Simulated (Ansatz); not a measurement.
Mo (bcc (W type)), relaxed with LDA (Ansatz, a program for electronic structure, plane waves, PAW): a = 3.112 Å, b = 3.112 Å, c = 3.112 Å, α = 90.00°, β = 90.00°, γ = 90.00°.

Problem. The same phase is relaxed and computed with PBE in the same code. What is the cell now?

Solution. a = 3.160 Å, b = 3.160 Å, c = 3.160 Å, α = 90.00°, β = 90.00°, γ = 90.00°.

All cells were relaxed under the symmetry of their starts (and spin orders); stability against distortions was not tested throughout. Named crystals with no word on spin ran without spin polarisation. Scalar-relativistic: spin–orbit coupling is off unless named, which matters more the heavier the elements.

Potentials: the earlier of the program's two PAW sets. The files were generated under PBE; for other functionals the program regenerates the frozen cores, and for LDA and PBEsol the local potential too.

Ansatz is a plane-wave DFT program.
